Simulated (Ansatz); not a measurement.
Values for one crystal, relaxed and computed with PBE in the plane-wave PAW code Ansatz; other levels are named.

| Quantity | Result |
|---|---|
| Volume per atom | 13.48 Å³ |
| Electronic character | metallic (no gap) |
| Formation energy from the elements (no fitted shifts) | -0.69 eV/atom |
| Bulk modulus (Birch–Murnaghan fit) | 132 GPa |
| Density of states at the Fermi level | 0.55 states/eV per atom (mean over ±0.08 eV) |
| Pressure derivative B′ | 4.0 |

Problem. Which of these materials gives this?
(A) TiB2, P6/mmm (Ti on 1a, B on 2d)
(B) Sc2SiB2, P-6m2 (Sc on 2h, Si on 1a, B on 1b, B on 1f)
(C) ReC, P-6m2 (Re on 1a, C on 1f)
(D) SiMo3, Fm-3m (Si on 4a, Mo on 4b, Mo on 8c)

Solution. B, Sc2SiB2, P-6m2 (Sc on 2h, Si on 1a, B on 1b, B on 1f)

The start of the workflow was typed in or built on a structure type; neither database checked (COD, Materials Project) lists it. Its standing as an ambient phase is unchecked. Symmetry was held in the PBE relaxation; its stability against distortions is not shown here. The run is not spin-polarised. The references are the lowest solids computed at this level, not always the standard phases.

Potentials: the earlier of the program's two PAW sets.
